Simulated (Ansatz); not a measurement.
### Question
Each is relaxed and computed with the program Ansatz at the r²SCAN level (PAW). Which is the only one with a gap?
A) Hf2GaSb3, P-4m2 (Hf on 2g, Ga on 1b, Sb on 2g, Sb on 1a)
B) TaSi2, P6_222 (Ta on 3d, Si on 6j)
C) Ta5Ge3, I4/mcm (Ta on 16l, Ta on 4c, Ge on 8h, Ge on 4a)
D) TaSbO4, Pnna (Ta on 4d, Sb on 4c, O on 8e, O on 8e)

### Answer
D, TaSbO4, Pnna (Ta on 4d, Sb on 4c, O on 8e, O on 8e). TaSbO4: gap 3.43 eV (indirect); TaSi2: metal; Ta5Ge3: metal; Hf2GaSb3: metal. Standing as an ambient phase not checked: TaSbO4, Pnna (Ta on 4d, Sb on 4c, O on 8e, O on 8e); Ta5Ge3, I4/mcm (Ta on 16l, Ta on 4c, Ge on 8h, Ge on 4a); Hf2GaSb3, P-4m2 (Hf on 2g, Ga on 1b, Sb on 2g, Sb on 1a). Perhaps ordered models of mixed-site phases: Hf2GaSb3, P-4m2 (Hf on 2g, Ga on 1b, Sb on 2g, Sb on 1a). All cells were relaxed under the symmetry of their starts (and spin orders); stability against distortions was not tested throughout. Rows with no word on spin ran without spin polarisation. Scalar-relativistic: spin–orbit coupling is off unless named, which matters more the heavier the elements.

Potentials: the later of the program's two PAW sets.
